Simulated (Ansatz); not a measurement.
# Ta$_{2}$O$_{5}$: a vibration from a frozen displacement

Level of theory: DFT r2SCAN, scalar-relativistic, plane waves, PAW (Ansatz 0.2.0). Settings: plane waves to 500 eV, k-mesh 8×8×8 (Γ-centred), Gaussian smearing 0.05 eV. Spin–orbit coupling is left out, which matters for the heavy elements here. No spin polarisation. Energies are free energies at this smearing, counted from the undisturbed cell; pressure is positive in compression.

The undisturbed cell (relaxed at this level; it needn't be the usual structure):

```
Ta O
1.0
    -2.62356    2.62356    4.77571
     2.62356   -2.62356    4.77571
     2.62356    2.62356   -4.77571
Ta O
2 5
Cartesian
  0.0000 0.0000 1.8840
  0.0000 0.0000 7.6674
  0.0000 0.0000 0.0000
  -1.3118 1.3118 2.3879
  1.3118 -1.3118 2.3879
  1.3118 1.3118 -2.3879
  1.3118 1.3118 2.3879
```

Every O atom is moved by x along the Cartesian unit vector (0.000, 0.000, 1.000); the cell and all other atoms stay fixed. The cell's volume is 131.49 Å³; the moved atoms weigh 79.995 u together and the others 361.896 u. Some rows repeat others by symmetry and weren't run.

```
  x (Å)  ΔE (meV/cell) total force on the moved atoms along the move (eV/Å) pressure (GPa)
-0.1000         269.23                                                5.5549          0.9278
-0.0875         204.60                                                4.7920          0.7102
-0.0750         149.33                                                4.0554          0.5220
-0.0625         103.11                                                3.3425          0.3631
-0.0500          65.68                                                2.6496          0.2333
-0.0375          36.81                                                1.9728          0.1326
-0.0250          16.32                                                1.3083          0.0606
-0.0125           4.07                                                0.6518          0.0174
 0.0000           0.00                                                0.0000          0.0030
 0.0125           4.07                                               -0.6518          0.0174
 0.0250          16.32                                               -1.3083          0.0606
 0.0375          36.81                                               -1.9728          0.1326
 0.0500          65.68                                               -2.6496          0.2333
 0.0625         103.11                                               -3.3425          0.3631
 0.0750         149.33                                               -4.0554          0.5220
 0.0875         204.60                                               -4.7920          0.7102
 0.1000         269.23                                               -5.5549          0.9278
```

Question: What frequency belongs to this motion?

Answer: The force constant is k = −dF/dx = 52.144 eV/Å², from the parabola through x = -0.0125, 0 and 0.0125. In every cell the moved atoms swing against the rest, so the mass is μ = m₁m₂/(m₁ + m₂) = 65.514 u, and ν̃ = 521.5 cm⁻¹ × √(|k|/μ) = 465 cm⁻¹. The pattern needn't be a normal mode: ν̃² is then a weighted mean of the squared nonzero frequencies at the zone centre of this cell, taken without macroscopic field, so it lies between the lowest and the highest of them.

Question: How far does the harmonic law reach?

Answer: At x = -0.100 Å, kx²/2 = 260.72 meV against the computed 269.23 meV (+3.3 %): the well is still close to harmonic there.

Question: The pressure changes with x². What does that say about the frequency under compression?

Answer: With E = k(V)x²/2, k ∝ V^(−2γ) and x scaling with the cell as V^(1/3), P − P0 = −∂E/∂V = (2γ − 2/3) ΔE/V. At x = 0.0250 Å, V(P − P0) = 131.49 × 0.05762 / 160.2 eV = 47.28 meV and ΔE = 16.32 meV, so γ = 1/3 + V(P − P0)/(2ΔE) = 1.78. This is the Grüneisen parameter of the motion under uniform scaling of the cell: shrinking the cell evenly by 1 % in volume raises the frequency by about 1.78 %.